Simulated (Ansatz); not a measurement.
FeSb$_{2}$:
Space group Pnnm (No. 58); a = 5.774 Å, b = 6.431 Å, c = 3.116 Å, α = 90.00°, β = 90.00°, γ = 90.00°

```tsv
atom	site	symmetry	x	y	z
Fe	2a	..2/m	0.0000	0.0000	0.0000
Sb	4g	..m	0.1907	0.3535	0.0000
```

Relaxed at zero pressure with plane-wave PAW PBEsol (Ansatz code).

Task: The volume is raised by 9 % and shape and atoms relax at that volume. What pressure results, and how do the axes share the change?

Result: -8.3 GPa; a 2.3 %, b 2.6 %, c 3.9 %; the energy rises by 49 meV/atom.

Task: Give the new structure.

Result: 
Space group Pnnm (No. 58); a = 5.9045 Å, b = 6.5996 Å, c = 3.2370 Å, α = β = γ = 90.00°

```tsv
atom	site	symmetry	x	y	z
Fe	2a	..2/m	0.0000	0.0000	0.0000
Sb	4g	..m	0.1932	0.3543	0.0000
```

The phase is kept; no other phase was compared at this pressure.

The first step of the workflow began from a Materials Project structure, measured or hypothetical; the Crystallography Open Database files this formula in space group No. 58, but the cells were not matched. Its standing as an ambient phase is unchecked. The cell was relaxed with PBEsol under the symmetry of its start; of distortions, only those at the zone centre were tested. The workflow began spin-polarised and lost its moments. Scalar-relativistic: spin–orbit coupling is off unless named, which matters more the heavier the elements.

Potentials: the later of the program's two PAW sets.
